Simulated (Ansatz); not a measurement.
Values for one crystal, relaxed and computed with r²SCAN (plane waves, PAW; program Ansatz); other levels are named.

```yaml
volume_per_atom: 23.14 Å³
electronic_character: metallic (no gap)
Bulk modulus (Birch–Murnaghan fit): 95.7 GPa
Formation energy from the elements (no fitted shifts): -0.35 eV/atom
Pressure derivative B′: 5.1
Density of states at the Fermi level: 0.26 states/eV per atom (mean over ±0.08 eV)
Gap with spin–orbit coupling: none (metallic)
```

Which of these materials gives this?
A) Sb2Pd, Pa-3 (Pd on 4a, Sb on 8c)
B) Y6FeSb2, P-62m (Y on 3f, Y on 3g, Fe on 1b, Sb on 2c)
C) YSiPd, Pmmn (Pearson symbol oP24)
D) HoSb, rock salt

A, Sb2Pd, Pa-3 (Pd on 4a, Sb on 8c)

The workflow started from an entry of the Crystallography Open Database (COD). Its standing as an ambient phase is unchecked. Symmetry was held in the r²SCAN relaxation; its stability against distortions is not shown here. The run is not spin-polarised. The references are the lowest solids computed at this level, not always the standard phases. Scalar-relativistic: spin–orbit coupling is off unless named, which matters more the heavier the elements.

Potentials: the later of the program's two PAW sets.
